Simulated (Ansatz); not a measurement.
Data:

Se:
```cif
data_Se3
_chemical_formula_sum 'Se3'
_space_group_name_H-M_alt 'P 1'
_space_group_IT_number 1
_cell_length_a 4.50663
_cell_length_b 4.50663
_cell_length_c 4.98885
_cell_angle_alpha 90.000
_cell_angle_beta 90.000
_cell_angle_gamma 120.000
loop_
_space_group_symop_operation_xyz
  'x, y, z'
loop_
_atom_site_label
_atom_site_type_symbol
_atom_site_fract_x
_atom_site_fract_y
_atom_site_fract_z
_atom_site_occupancy
Se1 Se 0.21689 0.00000 0.83333 1
Se2 Se 0.00000 0.21689 0.16667 1
Se3 Se 0.78311 0.78311 0.50000 1
```

This is the r²SCAN-relaxed structure.

Question: All from r²SCAN (plane waves, PAW; program Ansatz), unless another level is named. Estimate the band gap.

Answer: 1.33 eV (indirect).

Question: Next, the valence-band maximum?

Answer: at L.

Question: Give the conduction-band minimum.

Answer: at H (2 equivalent valleys).

Space group P3_121 (trigonal Se type). The r²SCAN relaxation kept the symmetry of its start. A crystal of weakly bound chains computed without a dispersion correction: the cell and the soft elastic constants depend strongly on that. Spin–orbit coupling is left out wherever it is not named.

Potentials: the earlier of the program's two PAW sets.
